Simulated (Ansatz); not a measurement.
Here is the system:

Ta2Sn2O7:
```cif
data_O14Sn4Ta4
_chemical_formula_sum 'Ta4 Sn4 O14'
_space_group_name_H-M_alt 'P 1'
_space_group_IT_number 1
_cell_length_a 7.49592
_cell_length_b 7.49592
_cell_length_c 7.49592
_cell_angle_alpha 60.000
_cell_angle_beta 60.000
_cell_angle_gamma 60.000
loop_
_space_group_symop_operation_xyz
  'x, y, z'
loop_
_atom_site_label
_atom_site_type_symbol
_atom_site_fract_x
_atom_site_fract_y
_atom_site_fract_z
_atom_site_occupancy
Ta1 Ta 0.62500 0.62500 0.62500 1
Ta2 Ta 0.12500 0.62500 0.62500 1
Ta3 Ta 0.62500 0.62500 0.12500 1
Ta4 Ta 0.62500 0.12500 0.62500 1
Sn1 Sn 0.12500 0.12500 0.12500 1
Sn2 Sn 0.62500 0.12500 0.12500 1
Sn3 Sn 0.12500 0.12500 0.62500 1
Sn4 Sn 0.12500 0.62500 0.12500 1
O1 O 0.25000 0.25000 0.25000 1
O2 O 0.00000 0.00000 0.00000 1
O3 O 0.56200 0.93800 0.56200 1
O4 O 0.31200 0.68800 0.68800 1
O5 O 0.93800 0.56200 0.93800 1
O6 O 0.68800 0.31200 0.31200 1
O7 O 0.56200 0.56200 0.93800 1
O8 O 0.68800 0.31200 0.68800 1
O9 O 0.93800 0.93800 0.56200 1
O10 O 0.31200 0.68800 0.31200 1
O11 O 0.93800 0.56200 0.56200 1
O12 O 0.68800 0.68800 0.31200 1
O13 O 0.56200 0.93800 0.93800 1
O14 O 0.31200 0.31200 0.68800 1
```

This is the PBEsol-relaxed structure.

All from PBEsol in the plane-wave PAW code Ansatz, unless another level is named. Give the electron effective mass with spin–orbit coupling, band 2 of 2 at the edge.

0.97 along [100], 0.80 along [110], 0.78 along [111] (mₑ).

Give the gap with spin–orbit coupling.

1.44 eV.

Next, the band gap?

1.49 eV (indirect).

What about the valence-band maximum?

at L.

Predict the conduction-band minimum.

at Γ.

Space group Fd-3m. The workflow started from a Materials Project entry (that database holds measured and hypothetical structures alike); the Crystallography Open Database files this formula in space group No. 227, but the cells were not matched. Whether it is the stable phase at ambient conditions was not checked. The cell was relaxed with PBEsol under the symmetry of its start. At this level the phase is dynamically unstable (imaginary phonons). The run is not spin-polarised. Spin–orbit coupling is left out wherever it is not named.

Potentials: the later of the program's two PAW sets.
